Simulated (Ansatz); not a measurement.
Q: Each is relaxed and computed with plane-wave PAW PBEsol (Ansatz code). Which is the only metal?
A. SiGe, wurtzite
B. La5Si3, I4/mcm (La on 16l, La on 4c, Si on 8h, Si on 4a)
C. SrTiO3, I4/mcm (Sr on 4b, Ti on 4c, O on 8h, O on 4a)
D. SiC, P6_422 (Si on 3c, C on 3d)

A: B, La5Si3, I4/mcm (La on 16l, La on 4c, Si on 8h, Si on 4a). La5Si3: metal; SrTiO3: gap 1.97 eV; SiC: gap 0.77 eV (indirect); SiGe: gap 0.35 eV (indirect). Typed or built starts, not in the databases checked: SiC, P6_422 (Si on 3c, C on 3d). Not the usual ambient phase: SrTiO3, I4/mcm (Sr on 4b, Ti on 4c, O on 8h, O on 4a); SiC, P6_422 (Si on 3c, C on 3d). Standing as an ambient phase not checked: La5Si3, I4/mcm (La on 16l, La on 4c, Si on 8h, Si on 4a); SiGe, wurtzite. Began spin-polarised and lost the moments: La5Si3, I4/mcm (La on 16l, La on 4c, Si on 8h, Si on 4a). Unstable at this level: SrTiO3, I4/mcm (Sr on 4b, Ti on 4c, O on 8h, O on 4a). All cells were relaxed under the symmetry of their starts (and spin orders); stability against distortions was not tested throughout. Rows with no word on spin ran without spin polarisation. Spin–orbit coupling is left out wherever it is not named.

Potentials: the later of the program's two PAW sets.
